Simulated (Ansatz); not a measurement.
SrSi₂ (space group P4_132)

```yaml
crystal:
  lattice:
    - [6.43296, 0.00000, 0.00000]
    - [0.00000, 6.43296, 0.00000]
    - [0.00000, 0.00000, 6.43296]
  atoms:
    - { symbol: Sr, position: [0.87500, 0.12500, 0.62500] }
    - { symbol: Sr, position: [0.12500, 0.62500, 0.87500] }
    - { symbol: Sr, position: [0.62500, 0.87500, 0.12500] }
    - { symbol: Sr, position: [0.37500, 0.37500, 0.37500] }
    - { symbol: Si, position: [0.67348, 0.67348, 0.67348] }
    - { symbol: Si, position: [0.57652, 0.42348, 0.92348] }
    - { symbol: Si, position: [0.82652, 0.32652, 0.17348] }
    - { symbol: Si, position: [0.92348, 0.57652, 0.42348] }
    - { symbol: Si, position: [0.17348, 0.82652, 0.32652] }
    - { symbol: Si, position: [0.07652, 0.07652, 0.07652] }
    - { symbol: Si, position: [0.32652, 0.17348, 0.82652] }
    - { symbol: Si, position: [0.42348, 0.92348, 0.57652] }
```

The slice is a {110} plane (indices of the conventional cell) through the point (0.327, 0.173, 0.827) (fractional), spanned by u = [100] and v = [011] in vectors of this cell: u (6.43 Å) and v (9.10 Å, at 90° to u). It covers one period; positions are fractions (u, v).

The numbers are results of LDA (plane waves to 420 eV, PAW, scalar-relativistic; Ansatz, a quantum-chemistry and plane-wave program), not measurements. k mesh 6×6×6. These are valence fields of a PAW run, semicore shells included where kept as valence: close to a nucleus they are smooth pseudo fields. At this level the bands of SrSi2 touch or barely overlap. SrSi2 was relaxed with its symmetry unable to fall.

Question: Predict the map of the electron localisation function (ELF) on the slice.

Answer: 
```
|xx44666633110000447766220022777733|
|8899886633000033889999771100446677|
|9999997744110044999999881100225577|
|9999887766330022889999771100114477|
|66xxxx4477661100336666220000224466|
|44xxxx4488773300000000000022556677|
|88xxxx6688774411000000113355778899|
|9977557777553322111122446677778899|
|8877555544332222334455778877667788|
|7755332211112244666677999988555577|
|7755220000002255778888999999776688|
|7744110000002255778888889999888899|
|5522000000001155778877777777778877|
|1100000000001144778877554433445533|
|0000001111111133668877553311111100|
|0000224455444444668877663311000000|
|1133668888777777777788663311000000|
|2266889988889999888888774411000000|
|2266887766889999998888774411000011|
|3366886644669999887766553322112222|
|6677888866668888665544332222335555|
|5588999988777755332211112244667766|
|xx44999988665522000000002255888844|
|xxxx6677664411000000000011558877xx|
```
Scale: ten equal steps from 0.04 (start of '0') to 0.88 (end of '9'), in the order '0123456789'. Values: electron localisation function (ELF). The map has 17 points along u (two characters each, u = 0 at the left) and 24 along v (v = 0 in the bottom row). Points within 0.5 Å of a nucleus are blanked (x), as the pseudised field means little there.
